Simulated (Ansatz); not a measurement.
## SiC (wurtzite), frozen-phonon scan

Relaxed SiC (wurtzite):

```yaml
crystal:
  lattice:
    - [6.15095, 0.00000, 0.00000]
    - [-1.53774, 2.66344, 0.00000]
    - [0.00000, 0.00000, 5.04859]
  atoms:
    - { symbol: Si, position: [0.33333, 0.33333, 0.00050] }
    - { symbol: Si, position: [0.83333, 0.33333, 0.00050] }
    - { symbol: Si, position: [0.16667, 0.66667, 0.50050] }
    - { symbol: Si, position: [0.66667, 0.66667, 0.50050] }
    - { symbol: C, position: [0.33333, 0.33333, 0.62470] }
    - { symbol: C, position: [0.83333, 0.33333, 0.62470] }
    - { symbol: C, position: [0.16667, 0.66667, 0.12470] }
    - { symbol: C, position: [0.66667, 0.66667, 0.12470] }
```

The atoms are displaced by Q × the pattern below (from a DFPT mode at M = (0.5, 0.0, 0.0), largest move 1; Q in Å), at fixed cell. (q is in reciprocal vectors of the primitive cell; the cell shown is doubled to hold the pattern.)

```tsv
atom	x	y	z
Si1	0.033	0.019	-0.999
Si2	-0.033	-0.019	0.999
Si3	-0.033	-0.019	-0.999
Si4	0.033	0.019	0.999
C5	-0.151	-0.087	-0.644
C6	0.151	0.087	0.644
C7	0.151	0.087	-0.644
C8	-0.151	-0.087	0.644
```

Computed with r2SCAN (plane waves to 500 eV, PAW, scalar-relativistic; Ansatz, a quantum-chemistry and plane-wave program). k mesh 6×12×7 (Γ-centred), Fermi-Dirac smearing 0.05 eV. Energies are smeared free energies. Compression counts positive. SiC was relaxed with its symmetry unable to fall. The PAW data are Ansatz's earlier set. ΔE is measured from the undisplaced structure.

```tsv
Q (Å)	ΔE (meV/cell)	−dE/dQ from forces (eV/Å)	P (GPa)
-0.180	976	10.707	0.40
-0.150	680	8.991	0.27
-0.120	436	7.236	0.17
-0.090	246	5.452	0.09
-0.060	110	3.647	0.04
-0.030	27	1.827	0.02
0.000	0	0.000	0.01
0.030	27	-1.827	0.02
0.060	110	-3.647	0.04
0.090	246	-5.452	0.09
0.120	436	-7.236	0.17
0.150	680	-8.991	0.27
0.180	976	-10.707	0.40
```

Derived quantities:

| Item | Value |
|---|---|
| Energy at Q = 0.180 Å | 976 meV/cell |
| Space group of the distorted cell | Pmn2_1 (No. 31), lowered from P6_3mc |
| Symmetry of the curve | even: the same for both signs |
| Shape of the curve | a single well with its minimum at or next to zero displacement |
| Harmonic wavenumber from the curvature (finite differences) | 352 cm⁻¹ |
| Wavenumber by perturbation theory (DFPT, on another k mesh) | 352 cm⁻¹ |

(For displaced atoms, the force is minus the slope of the energy, and its curvature is a force constant, which sets phonon frequencies.)
